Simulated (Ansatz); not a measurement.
**WS2: clamped-ion strain scan**

Level of theory: DFT r2SCAN, scalar-relativistic, plane waves, PAW in Ansatz. Settings: plane waves to 500 eV, k-mesh 12×12×2 (Γ-centred), Gaussian smearing 0.05 eV. Spin–orbit coupling is left out, which can shift energies with elements as heavy as these. No spin polarisation. Energies are free energies at this smearing, counted from the undisturbed cell; pressure is positive in compression.

Reference structure (relaxed at this level; this form isn't the usual structure):

```
W S
1.0
     3.18141    0.00000    0.00000
    -1.59071    2.75518    0.00000
     0.00000    0.00000   23.68815
W S
2 4
Direct
  0.33333 0.66667 0.63794
  0.66667 0.33333 0.36206
  0.33333 0.66667 0.29624
  0.66667 0.33333 0.57210
  0.33333 0.66667 0.42790
  0.66667 0.33333 0.70376
```

The cell holds layers and no dispersion correction was added, so their binding is poorly described.

The cell is strained by ε times the Voigt pattern (0, 0, 1, 0, 0, 0) (xx, yy, zz, yz, xz, xy; engineering shear) with fractional coordinates fixed.

```tsv
ε	ΔE (meV/atom)
-0.0200	7.0
-0.0150	3.9
-0.0100	1.7
-0.0050	0.4
0.0000	0.0
0.0050	0.4
0.0100	1.7
0.0150	3.8
0.0175	5.1
0.0200	6.7
```

Problem. Predict the pressure (GPa) at each point.

Solution.
```csv
ε,pressure (GPa)
-0.0200,1.9
-0.0150,1.4
-0.0100,0.9
-0.0050,0.4
0.0000,0.0
0.0050,-0.4
0.0100,-0.9
0.0150,-1.3
0.0175,-1.5
0.0200,-1.7
```

Cost: 10 runs of about 4.8 core-minutes in all, on Intel Xeon Processor @ 2.70GHz (shared hosts).